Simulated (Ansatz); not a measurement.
# Deforming Bi

```
Bi
1.0
     3.33628   -3.05540    0.00000
     3.33628    3.05540    0.00000
    -1.15098    0.00000    3.09291
Bi
2
Direct
  0.25180 0.25180 0.14900
  0.74820 0.74820 0.85100
```

Atom numbers follow the list: Bi1, Bi2.

The structure is an experimental refinement, used without relaxation.

No spin–orbit coupling, which matters for the heavy atoms here.

The calculation used DFT, PBEsol, all-electron LAPW, scalar-relativistic in Ansatz 0.2.0.

The runs use a Γ-centred 8×8×11 k mesh, Fermi–Dirac smearing of 0.05 eV, basis error target 0.25 meV/atom, no spin polarisation.

The unchanged cell is at 1.22 GPa.

In a metal, stresses and small energies carry noise from the k mesh.

x, y and z are the Cartesian axes of the cell as listed; fractional coordinates follow a strain, and an engineering shear is twice the off-diagonal strain component.

With equal xy, yz and zx engineering shear strains of -2 %: energy change under 1 meV/atom; stress change (xx, yy, zz, yz, xz, xy) 0.55, -0.02, -0.45, 0.12, 0.50, 0.05 GPa, compression positive; change of the force on Bi1 (0.025, 0.023, 0.003) eV/Å.

Task: With this change (equal xy, yz and zx engineering shear strains of +1 %), what becomes of the energy and stress and forces?

Result: Energy change under 1 meV/atom; stress change (xx, yy, zz, yz, xz, xy) -0.22, 0.01, 0.20, -0.08, -0.31, -0.04 GPa, compression positive; change of the force on Bi1 (-0.010, -0.013, 0.002) eV/Å.

With equal xy, yz and zx engineering shear strains of +3 %: energy change +5 meV/atom; stress change (xx, yy, zz, yz, xz, xy) -0.66, 0.06, 0.66, -0.20, -0.92, -0.14 GPa, compression positive; change of the force on Bi1 (-0.032, -0.039, 0.004) eV/Å.

With equal xy, yz and zx engineering shear strains of -3 %: energy change +2 meV/atom; stress change (xx, yy, zz, yz, xz, xy) 0.87, -0.02, -0.69, 0.18, 0.75, 0.08 GPa, compression positive; change of the force on Bi1 (0.042, 0.036, 0.003) eV/Å.

Task: With this change (equal xy, yz and zx engineering shear strains of -1 %), what becomes of the energy and stress and forces?

Result: Energy change under 1 meV/atom; stress change (xx, yy, zz, yz, xz, xy) 0.26, -0.01, -0.21, 0.07, 0.27, 0.03 GPa, compression positive; change of the force on Bi1 (0.011, 0.013, 0.001) eV/Å.

Task: With this change (equal xy, yz and zx engineering shear strains of +2 %), what becomes of the energy and stress and forces?

Result: Energy change +2 meV/atom; stress change (xx, yy, zz, yz, xz, xy) -0.43, 0.02, 0.42, -0.14, -0.61, -0.08 GPa, compression positive; change of the force on Bi1 (-0.021, -0.026, 0.004) eV/Å.
